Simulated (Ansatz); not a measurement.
# Li, A15: geometry optimisation

The calculation used DFT, r2SCAN, plane waves (500 eV) with PAW, scalar-relativistic (Ansatz). (PAW data from PBE, frozen cores regenerated.)

k-point mesh 5×5×5, Fermi-Dirac smearing 0.1 eV, no spin polarisation. Cell and atoms relax.

Starting structure:

```
Li
1.0
     5.57067    0.00000    0.00000
     0.00000    5.57067    0.00000
     0.00000    0.00000    5.57067
Li
8
Direct
  0.00000 0.00000 0.00000
  0.50000 0.50000 0.50000
  0.25000 0.00000 0.50000
  0.75000 0.00000 0.50000
  0.50000 0.25000 0.00000
  0.50000 0.75000 0.00000
  0.00000 0.50000 0.25000
  0.00000 0.50000 0.75000
```

What cell does the relaxation end in?

Pm-3n with a = 5.520 Å; 21.02 Å³ per atom against 21.61 at the start (-2.7 %).

How much energy does the relaxation gain?

0.6 meV per atom.

Path of the relaxation (the plane waves are chosen anew near the end, which can shift the energy a little):

| step | E − E(final) (meV/atom) | V (Å³/atom) | P (GPa) | max force (eV/Å) |
| --- | --- | --- | --- | --- |
| 0 | 0.61 | 21.609 | -0.33 | 0.000 |
| 1 | 0.08 | 21.242 | -0.13 | 0.000 |
| 2 | -0.01 | 21.019 | 0.00 | 0.000 |
| 3 | 0.00 | 21.019 | 0.00 | 0.000 |
